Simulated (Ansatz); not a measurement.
Consider the following.

Cu:
```
Cu
1.0
    0.00000     1.75898     1.75898
    1.75898     0.00000     1.75898
    1.75898     1.75898     0.00000
Cu
1
Cartesian
  0.00000   0.00000   0.00000
```

This is the LDA-relaxed structure.

### Question
All from LDA in the plane-wave PAW code Ansatz, unless another level is named. Give the bulk modulus (Birch–Murnaghan fit).

### Answer
188 GPa.

### Question
And the elastic constants (relaxed ions, GPa)?

### Answer
C11 = 232, C12 = 166, C44 = 98.9.

Space group Fm-3m (fcc (Cu type)). The cell was relaxed with LDA under the symmetry of its start. The run is not spin-polarised. As this level gives no gap, shear constants depend on the k-mesh and smearing (Fermi–Dirac, 0.1 eV here).

Potentials: the earlier of the program's two PAW sets. The files were generated under PBE; for other functionals the program regenerates the frozen cores, and for LDA and PBEsol the local potential too.
